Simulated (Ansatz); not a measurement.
**MoS2 with Zr replacing Mo: do the settings matter for the field gradients?**

Cell: a supercell of MoS2 (space group P6_3/mmc) built from a COD entry, with all atoms left at the host's positions.

Space group P-6m2 (No. 187); a = 9.5070, c = 12.3240 Å, γ = 120.00°.

```csv
site,Wyckoff,site symmetry,x,y,z
Zr,1a,-6m2,0.0000,0.0000,0.0000
Mo2,6l,m..,0.0000,0.3333,0.0000
Mo6,1c,-6m2,0.3333,0.6667,0.0000
Mo8,1e,-6m2,0.6667,0.3333,0.0000
Mo10,3k,mm2,0.1111,0.8889,0.5000
Mo12,3k,mm2,0.1111,0.5556,0.5000
Mo14,3k,mm2,0.4444,0.2222,0.5000
S19,2g,3m.,0.0000,0.0000,0.3730
S20,12o,1,0.0000,0.3333,0.3730
S24,2h,3m.,0.3333,0.6667,0.3730
S26,2i,3m.,0.6667,0.3333,0.3730
S28,6n,.m.,0.1111,0.8889,0.8730
S30,6n,.m.,0.1111,0.5556,0.8730
S32,6n,.m.,0.4444,0.2222,0.8730
```

One atom of each set is listed.

Reference run. All values are calculated (Ansatz; DFT, PBE, plane waves and PAW, scalar-relativistic, 420 eV cutoff, Γ-centred 3×3×2 k-points, Fermi–Dirac smearing 0.01 eV), not measured.

**Question.** The input is changed as follows: `scf.lower_state_search`: not typed → off; `scf.convergence.dr2_threshold`: not typed → 1e-06; `scf.initial_density.chi_scale`: not typed → 0.3. What happens to V_zz (10²¹ V/m²) and η?

**Answer.** 

```
site  V_zz reference  η reference  V_zz changed  η changed
  Zr           -8.59         0.00         -8.59       0.00
 Mo2           -6.22         0.63         -6.22       0.63
 Mo6           -6.69         0.00         -6.69       0.00
 Mo8           -6.71         0.00         -6.71       0.00
Mo10           -7.39         0.00         -7.39       0.00
Mo12           -7.26         0.01         -7.25       0.01
Mo14           -7.21         0.00         -7.21       0.00
 S19           -5.19         0.00         -5.19       0.00
 S20           -4.95         0.01         -4.95       0.01
 S28           -8.18         0.49         -8.18       0.49
 S30           -4.60         0.04         -4.60       0.04
 S32           -4.73         0.17         -4.73       0.17
```

No V_zz moves by more than 0.01. The table leaves out 2 of the 14 sites, with |V_zz| up to 4.95; their tensors move by 0.01 at most along any direction. The statements above cover all sites. SCF iterations: 11 and 10. New warnings: force scf threshold loose, stress scf threshold loose.

On the reference run: The run isn't spin-polarised, and a state with spin may lie lower. The defect repeats with the cell of 54 atoms, so it feels its images: sites between two images don't show the values beside a lone defect, and zeros or small values of η there can come from the images' arrangement. Mo and S carry a gradient in the pure host already, so the values there aren't the defect's effect alone. The defect cell has no gap above 0.1 eV on its mesh, so the values can hang on the smearing and the k-mesh. Without spin–orbit coupling (the program notes it for Mo and Zr) the gradients can shift somewhat, as the gap is small. The neighbours have not yet relaxed around the defect (largest force 1.5 eV/Å), so a real crystal will differ.
